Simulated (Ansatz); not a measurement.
Total density of states per atom from DFT-PBEsol in the program Ansatz with PAW potentials, in 0.25 eV bins, energy from the Fermi level:

```json
[
 {"E (eV)": "-7.85", "states/eV/atom": "0.12"},
 {"E (eV)": "-7.60", "states/eV/atom": "0.13"},
 {"E (eV)": "-7.35", "states/eV/atom": "0.14"},
 {"E (eV)": "-7.10", "states/eV/atom": "0.15"},
 {"E (eV)": "-6.85", "states/eV/atom": "0.17"},
 {"E (eV)": "-6.60", "states/eV/atom": "0.19"},
 {"E (eV)": "-6.35", "states/eV/atom": "0.21"},
 {"E (eV)": "-6.10", "states/eV/atom": "0.25"},
 {"E (eV)": "-5.85", "states/eV/atom": "0.30"},
 {"E (eV)": "-5.60", "states/eV/atom": "0.40"},
 {"E (eV)": "-5.35", "states/eV/atom": "0.65"},
 {"E (eV)": "-5.10", "states/eV/atom": "1.04"},
 {"E (eV)": "-4.85", "states/eV/atom": "1.17"},
 {"E (eV)": "-4.60", "states/eV/atom": "1.59"},
 {"E (eV)": "-4.35", "states/eV/atom": "2.20"},
 {"E (eV)": "-4.10", "states/eV/atom": "1.93"},
 {"E (eV)": "-3.85", "states/eV/atom": "1.91"},
 {"E (eV)": "-3.60", "states/eV/atom": "2.64"},
 {"E (eV)": "-3.35", "states/eV/atom": "3.13"},
 {"E (eV)": "-3.10", "states/eV/atom": "3.84"},
 {"E (eV)": "-2.85", "states/eV/atom": "3.01"},
 {"E (eV)": "-2.60", "states/eV/atom": "2.50"},
 {"E (eV)": "-2.35", "states/eV/atom": "3.39"},
 {"E (eV)": "-2.10", "states/eV/atom": "2.95"},
 {"E (eV)": "-1.85", "states/eV/atom": "3.48"},
 {"E (eV)": "-1.60", "states/eV/atom": "3.92"},
 {"E (eV)": "-1.35", "states/eV/atom": "0.42"},
 {"E (eV)": "-1.10", "states/eV/atom": "0.38"},
 {"E (eV)": "-0.85", "states/eV/atom": "0.36"},
 {"E (eV)": "-0.60", "states/eV/atom": "0.33"},
 {"E (eV)": "-0.35", "states/eV/atom": "0.32"},
 {"E (eV)": "-0.10", "states/eV/atom": "0.30"},
 {"E (eV)": "0.15", "states/eV/atom": "0.30"},
 {"E (eV)": "0.40", "states/eV/atom": "0.28"},
 {"E (eV)": "0.65", "states/eV/atom": "0.28"},
 {"E (eV)": "0.90", "states/eV/atom": "0.27"},
 {"E (eV)": "1.15", "states/eV/atom": "0.26"},
 {"E (eV)": "1.40", "states/eV/atom": "0.26"},
 {"E (eV)": "1.65", "states/eV/atom": "0.25"},
 {"E (eV)": "1.90", "states/eV/atom": "0.24"},
 {"E (eV)": "2.15", "states/eV/atom": "0.23"},
 {"E (eV)": "2.40", "states/eV/atom": "0.22"},
 {"E (eV)": "2.65", "states/eV/atom": "0.20"},
 {"E (eV)": "2.90", "states/eV/atom": "0.19"},
 {"E (eV)": "3.15", "states/eV/atom": "0.17"},
 {"E (eV)": "3.40", "states/eV/atom": "0.16"},
 {"E (eV)": "3.65", "states/eV/atom": "0.14"},
 {"E (eV)": "3.90", "states/eV/atom": "0.14"},
 {"E (eV)": "4.15", "states/eV/atom": "0.26"},
 {"E (eV)": "4.40", "states/eV/atom": "0.29"},
 {"E (eV)": "4.65", "states/eV/atom": "0.28"}
]
```

Q: Which compound is it?
(A) Al, fcc (Cu type)
(B) Sr, fcc (Cu type)
(C) Cu, fcc (Cu type)
(D) Au, fcc (Cu type)

A: C, Cu, fcc (Cu type). Within 0.5 eV of the Fermi level: Cu 4s 41 %, Cu 3d 37 %, outside the projected shells 22 %. Projections are on Löwdin-orthogonalised atomic valence shells; empty p or d shells of many metals are not among them.

Space group Fm-3m (fcc (Cu type)). The PBEsol relaxation kept the symmetry of its start. The run is not spin-polarised.

Potentials: the later of the program's two PAW sets.
